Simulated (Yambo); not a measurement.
Yambo run on CaB₂C₂ (space group I4/mcm, No. 140). The wavefunctions are LDA (Quantum ESPRESSO, PseudoDojo norm-conserving, 82 Ry, without SOC) ones on a 4×4×4 mesh (24 occupied bands); a = 5.2935 Å, b = 5.2935 Å, c = 5.2935 Å, α = 119.31°, β = 119.31°, γ = 91.19°.

Yambo input:

```
rim_cut
gw0
dyson
el_el_corr
HF_and_locXC
ppa
em1d
RandQpts= 1000000
RandGvec= 1 Ry
EXXRLvcs= 82 Ry
VXCRLvcs= 328 Ry
Chimod= "HARTREE"
% BndsRnXp
 1 | 71 |
%
NGsBlkXp= 4 Ry
% LongDrXp
 1.0 | 1.0 | 1.0 |
%
PPAPntXp= 27.2114 eV
% GbndRnge
 1 | 71 |
%
GTermKind= "BG"
DysSolver= "n"
ExtendOut
% QPkrange
 2 | 2 | 24 | 24 |
 13 | 13 | 24 | 25 |
%
```

k points by index: 2 = (0, 0, 0.25), 13 = Z.

The o-*.qp file then holds:

```
#    K-point    Band    Eo [eV]    E [eV]    E-Eo [eV]    Vxc [eV]    Vnlxc [eV]    Sc|Eo [eV]    Sc|E [eV]    dSc/dw|Eo [eV]    Re(Z)    Im(Z)
#
    2    24    0.000000    0.288444    0.288444    -13.00706    -13.75877    1.114336    1.040161    -6.998823    0.795415    -0.001420
    13    24    -0.145242    -0.069173    0.076069    -14.72974    -17.66348    3.029931    3.009806    -7.209764    0.790540    -0.001407
    13    25    0.599999    1.319683    0.719684    -11.48164    -7.814349    -2.775714    -2.947612    -6.498732    0.807215    -0.001335
```
(The two width columns are left out.) Convergence of these settings isn't established.

Geometry of the Materials Project entry, not relaxed at this level.

The structure is a Materials Project entry; no match was found in the copy of COD used, and its stability was not checked.
